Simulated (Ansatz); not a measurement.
## Eigenvalues along a path: Au (fcc type)

```
CELL_PARAMETERS angstrom
0.00000 1.89545 1.89545
1.89545 0.00000 1.89545
1.89545 1.89545 0.00000
ATOMIC_POSITIONS crystal
Au 0.00000 0.00000 0.00000
```

The cell comes from a relaxation on PAW files under the same functional.

Level of theory: DFT with PBEsol, scalar-relativistic, in Ansatz 0.2.0; a Γ-centred 18×18×18 k mesh, Fermi–Dirac smearing of 0.08 eV, no spin polarisation. LAPW: all electrons, basis error target 1 meV/atom.

This run: volume at 0.8 of the series' base cell.

Spin–orbit coupling is left out, which matters for the heavy atoms.

Path points, in fractions of the reciprocal vectors: Γ (0.000, 0.000, 0.000), X (0.500, 0.000, 0.500), U (0.625, 0.250, 0.625), K (0.375, 0.375, 0.750), L (0.500, 0.500, 0.500), W (0.500, 0.250, 0.750). The distance column jumps between branches of the path. Levels in eV from the Fermi level; bands 17 to 24, counted from the lowest band of the run. The gap is zero, the pressure 73.1 GPa.

```
# k(1/Å) point b17 b18 b19 b20 b21 b22 b23 b24
0.000 Γ -12.72 -6.28 -6.28 -6.28 -4.02 -4.02 13.66 18.94
0.207 - -12.49 -6.42 -6.16 -6.16 -4.18 -3.96 14.01 18.31
0.414 - -11.84 -6.82 -5.82 -5.82 -4.61 -3.79 14.99 17.38
0.622 - -10.85 -7.36 -5.26 -5.26 -5.13 -3.53 16.46 16.84
0.829 - -9.83 -7.95 -5.37 -4.51 -4.51 -3.20 16.47 16.47
1.036 - -9.31 -8.48 -4.67 -3.64 -3.64 -2.87 14.31 14.31
1.243 - -9.40 -8.90 -2.97 -2.75 -2.75 -2.57 12.16 12.33
1.450 - -9.62 -9.17 -2.36 -2.03 -2.03 -0.95 9.15 10.92
1.657 X -9.71 -9.26 -2.29 -1.75 -1.75 0.15 7.72 10.39
1.731 - -9.69 -9.24 -2.32 -1.94 -1.76 0.37 7.66 10.34
1.804 - -9.63 -9.18 -2.41 -2.37 -1.79 0.88 7.46 10.20
1.877 - -9.54 -9.09 -2.87 -2.55 -1.85 1.51 7.14 9.99
1.950 - -9.43 -8.94 -3.37 -2.73 -1.93 2.20 6.71 9.77
2.024 - -9.30 -8.75 -3.86 -2.94 -2.03 2.94 6.19 9.54
2.097 - -9.16 -8.52 -4.33 -3.18 -2.15 3.70 5.61 9.31
2.170 - -9.02 -8.27 -4.77 -3.42 -2.29 4.48 5.00 9.10
2.243 U -8.86 -7.99 -5.17 -3.67 -2.45 4.38 5.28 8.89
3.258 K -8.86 -7.99 -5.17 -3.67 -2.45 4.38 5.28 8.89
3.478 - -8.37 -7.27 -6.18 -4.34 -3.01 2.60 7.78 8.49
3.698 - -8.04 -6.90 -6.85 -4.81 -3.65 0.96 8.84 10.33
3.918 - -8.42 -7.19 -6.55 -5.03 -4.32 -0.65 10.26 12.84
4.137 - -9.46 -7.22 -6.10 -5.00 -4.96 -2.15 12.29 15.01
4.357 - -10.67 -7.02 -5.82 -5.51 -4.77 -3.30 14.19 15.89
4.577 - -11.74 -6.70 -5.93 -5.89 -4.43 -3.87 15.02 16.00
4.797 - -12.46 -6.40 -6.19 -6.15 -4.14 -4.01 14.04 17.86
5.016 Γ -12.72 -6.28 -6.28 -6.28 -4.02 -4.02 13.66 18.94
5.196 - -12.55 -6.35 -6.21 -6.21 -4.06 -4.06 13.92 18.08
5.375 - -12.06 -6.52 -6.04 -6.04 -4.12 -4.12 14.60 16.35
5.555 - -11.34 -6.67 -5.89 -5.89 -4.09 -4.09 14.41 15.36
5.734 - -10.57 -6.55 -5.89 -5.89 -3.82 -3.82 12.32 15.50
5.914 - -10.05 -6.02 -6.02 -5.86 -3.33 -3.33 9.99 14.78
6.093 - -9.88 -6.19 -6.19 -4.57 -2.80 -2.80 7.53 13.93
6.272 - -9.87 -6.31 -6.31 -3.08 -2.39 -2.39 5.35 13.37
6.452 L -9.88 -6.35 -6.35 -2.30 -2.24 -2.24 4.35 13.18
6.598 - -9.78 -6.43 -6.27 -3.34 -2.25 -1.10 4.31 13.36
6.745 - -9.50 -6.66 -6.03 -4.29 -2.31 0.14 4.22 13.82
6.891 - -9.06 -6.98 -5.62 -5.11 -2.39 1.44 4.11 14.25
7.038 - -8.54 -7.35 -5.79 -5.11 -2.47 2.77 4.05 13.93
7.184 - -8.01 -7.69 -6.33 -4.62 -2.46 4.11 4.12 11.99
7.331 - -7.98 -7.52 -6.71 -4.35 -2.23 4.44 5.40 10.01
7.477 - -8.16 -7.15 -6.94 -4.33 -1.90 5.13 6.50 8.17
7.624 W -8.22 -7.02 -7.02 -4.36 -1.74 5.88 7.00 7.00
7.727 - -8.31 -7.53 -6.44 -4.25 -1.74 5.92 6.12 7.80
7.831 - -8.53 -7.98 -5.81 -3.96 -1.75 5.20 6.05 8.51
7.935 - -8.81 -8.37 -5.12 -3.58 -1.75 4.23 6.26 9.11
8.038 - -9.10 -8.69 -4.39 -3.18 -1.75 3.26 6.56 9.59
8.142 - -9.35 -8.94 -3.63 -2.81 -1.75 2.30 6.91 9.96
8.245 - -9.55 -9.11 -2.85 -2.53 -1.75 1.37 7.29 10.20
8.349 - -9.67 -9.22 -2.35 -2.12 -1.75 0.55 7.60 10.35
8.452 X -9.71 -9.26 -2.29 -1.75 -1.75 0.15 7.72 10.39
```
